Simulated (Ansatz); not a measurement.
Here is an unrelaxed guess for Al3B2P5.

```cif
data_structure
_symmetry_space_group_name_H-M 'P 1'
_symmetry_Int_Tables_number 1
_cell_length_a 9.4765
_cell_length_b 9.4765
_cell_length_c 9.4765
_cell_angle_alpha 158.213
_cell_angle_beta 38.213
_cell_angle_gamma 148.997
_cell_volume 162.46
loop_
_atom_site_label
_atom_site_type_symbol
_atom_site_fract_x
_atom_site_fract_y
_atom_site_fract_z
_atom_site_occupancy
Al1 Al 0.90000 0.00000 0.90000 1
Al2 Al 0.50000 0.00000 0.50000 1
Al3 Al 0.10000 0.00000 0.10000 1
B1 B 0.70000 0.00000 0.70000 1
B2 B 0.30000 0.00000 0.30000 1
P1 P 0.75000 0.75000 0.00000 1
P2 P 0.35000 0.75000 0.60000 1
P3 P 0.95000 0.75000 0.20000 1
P4 P 0.55000 0.75000 0.80000 1
P5 P 0.15000 0.75000 0.40000 1
```

Computed with DFT PBE, scalar-relativistic, plane waves, PAW (Ansatz). Settings: cutoff 420 eV, Γ-centred mesh 6×6×6 on the computed 10-atom cell, Gaussian smearing of 0.10 eV; no spin polarisation.

The zero of energy is the elements' standard structures at the same level; no fitted shifts are applied. The references include black phosphorus.

Question: Estimate its pressure, forces and energy as it stands.

Answer: The pressure is 10.4 GPa (the mean over three directions, positive in compression), the largest force is 3.90 eV/Å, and the energy is −0.08 eV/atom against the elements. The shortest distance is 2.19 Å.

Question: Is it a good guess?

Answer: A rough one: relaxing gains about 0.28 eV/atom in 10 ionic steps and ends at −0.362 eV/atom on the finer mesh. The symmetry stays Imm2 (No. 44). The volume per atom grows by 3.7 %, from 16.2 to 16.9 Å³. The shortest distance goes from 2.19 Å (Al–P and B–P) to 2.00 Å (B–P). Conventional cell: a = 3.580 Å, b = 18.479 Å, c = 5.095 Å. Around Al on a site of symmetry m lie 4 P at 2.32–2.38 Å; B has 4 P at 2.00–2.12 Å; around P on a site of symmetry mm2 lie 4 Al at 2.31–2.34 Å; 3 more sites not described.

The last run used a 12×12×12 mesh for its 10-atom cell and Gaussian smearing of 0.02 eV. The reference form of P is held partly by dispersion forces, which this level lacks. The relaxation can't lower the symmetry of the start, and the grade says only how near the guess is to its own end. A structure relaxed within its symmetry needn't be a true minimum.
